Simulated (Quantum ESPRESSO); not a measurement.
## Al3ZnN3O (convergence and cost over cutoff and k mesh)

Computed values, not a measurement. The program is pw.x of Quantum ESPRESSO 7.5 (plane-wave density functional theory). The cell is made up: 8 atoms on a wurtzite lattice, with randomly drawn elements, strain and displacements, not relaxed. PseudoDojo standard norm-conserving files (v0.5 for PBE, v0.4.1 for LDA and PBEsol) set the functional; there is no spin polarisation, spin-orbit coupling or dispersion term, and the masses in the input are unused placeholders.

Input of the run in row 4:

```
&control calculation='scf', pseudo_dir='./dojo.nc.sr.pbe.v0_5.standard.upf', outdir='./o', disk_io='medium', tprnfor=.true., tstress=.true. /
&system ibrav=0, nat=8, ntyp=4, nbnd=31, ecutwfc=84.00895049, nosym=.true., tot_charge=0,
 occupations='smearing', smearing='fd', degauss=0.0018374661
/
&electrons conv_thr=7.350e-09, electron_maxstep=60, /
ATOMIC_SPECIES
Al 1.0 Al.upf
N 1.0 N.upf
O 1.0 O.upf
Zn 1.0 Zn.upf
CELL_PARAMETERS angstrom
3.0553 0.0107 0.0343
0.0186 5.3353 0.009
0.0559 0.0085 5.1137
ATOMIC_POSITIONS angstrom
Al -0.1047 0.0321 0.1201
Zn 1.4766 2.6165 0.0191
Al 1.5842 0.9665 2.5244
Al 0.095 3.3401 2.55
N 0.0479 -0.0825 1.8907
N 1.4896 2.7063 2.087
N 1.7496 0.8306 4.4087
O 0.1117 3.4323 4.578
K_POINTS automatic
6 4 4 1 1 1
```

The same cell was run at these settings. Meshes are shifted by half a step, and differences are from the last row, which is itself not exact.

```
cutoff (eV)     k mesh  k points solved  threshold (eV)  free energy less the last row's (eV)  pressure (GPa)  largest stress difference (GPa)  largest force difference (eV/Å)  iterations  wall time (s)  k-point pools              processor
        800  2 x 2 x 2                4           1e-04                                 0.923           -8.17                            32.68                            0.279           8             17              1  AMD EPYC, Zen 5 class
       1143  1 x 1 x 1                1           1e-07                                -2.025           17.97                             8.06                            2.117          12             16              1  AMD EPYC, Zen 5 class
        630  6 x 4 x 4               48           1e-07                                18.783         -166.41                           186.62                            0.434          11             76              1  AMD EPYC, Zen 5 class
       1143  6 x 4 x 4               48           1e-07                                 0.001           20.14                             0.02                            0.001          12            192              1  AMD EPYC, Zen 5 class
       1437  8 x 6 x 6              144           1e-07                                 0.000           20.13                             0.00                            0.000          12           1247              1  AMD EPYC, Zen 5 class
```

Each pool is one process. Wall times include start-up and a band step at six k points, which weighs most on the coarsest meshes. The runs were on shared virtual cores whose load varied, so times are rough.